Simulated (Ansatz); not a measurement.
All-electron LAPW in Ansatz 0.2.0 under PBE, scalar-relativistic, energies extrapolated to zero smearing. Slabs are 1×1 cells cut from bulk crystals relaxed on PAW files, with atoms then relaxed, 16 to 20 Å of vacuum, a dipole correction, k spacings of 0.16 to 0.26 Å⁻¹ and smearing of 0.02 to 0.1 eV, without spin–orbit coupling; Cr, Mn, Fe, Co, Ni, Eu and Gd start ferromagnetic, the others run without spin. The bulk type named needn't be the stable one, and no reconstruction is allowed.

| slab | area (Å²) | γ (J/m²) | Φ (eV) | Δd12 (%) |
| --- | --- | --- | --- | --- |
| fcc Ni (111), 7 layers | 5.36 | 1.94 | 5.04 | -1.4 |
| fcc Ag (110), 6 layers | 12.17 | 0.89 | 4.20 | -9.4 |
| fcc Al (111), 5 layers | 7.07 | ? | 4.11 | ? |

**Question.** What belongs in the row "fcc Al (111), 5 layers", column "Δd12 (%)"?

**Answer.** 1.6.

**Question.** Fill in "γ (J/m²)" for the row "fcc Al (111), 5 layers".

**Answer.** 0.85.
